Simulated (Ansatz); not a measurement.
SnO:
```cif
data_OSn
_chemical_formula_sum 'O1 Sn1'
_space_group_name_H-M_alt 'P 1'
_space_group_IT_number 1
_cell_length_a 3.80104
_cell_length_b 3.80104
_cell_length_c 3.80104
_cell_angle_alpha 60.000
_cell_angle_beta 60.000
_cell_angle_gamma 60.000
loop_
_space_group_symop_operation_xyz
  'x, y, z'
loop_
_atom_site_label
_atom_site_type_symbol
_atom_site_fract_x
_atom_site_fract_y
_atom_site_fract_z
_atom_site_occupancy
O1 O 0.25000 0.25000 0.25000 1
Sn1 Sn 0.00000 0.00000 0.00000 1
```

Relaxed with PBEsol.

Q: Decompose the optical modes at the zone centre into irreducible representations, and say which are infrared and Raman allowed.

A: Point group -43m: Γ_opt = T2. Infrared: T2. Raman: T2.

Q: Assign frequencies (DFPT, plane-wave PAW PBEsol (Ansatz code)).

A: T2 204 cm⁻¹.

Space group F-43m (zinc blende). The start of the workflow was typed in or built on a structure type; neither database checked (COD, Materials Project) lists it. It is not the phase usual at ambient conditions (space group No. 129). The PBEsol relaxation kept the symmetry of its start. At this level the phase is mechanically unstable. The volume moved by 16 % from the start of the relaxation. As this level gives no gap, phonon frequencies hold no LO–TO term and depend on the k-mesh and smearing (Fermi–Dirac, 0.1 eV here). Spin–orbit coupling is left out wherever it is not named.

Potentials: the earlier of the program's two PAW sets. The files were generated under PBE; for other functionals the program regenerates the frozen cores, and for LDA and PBEsol the local potential too.
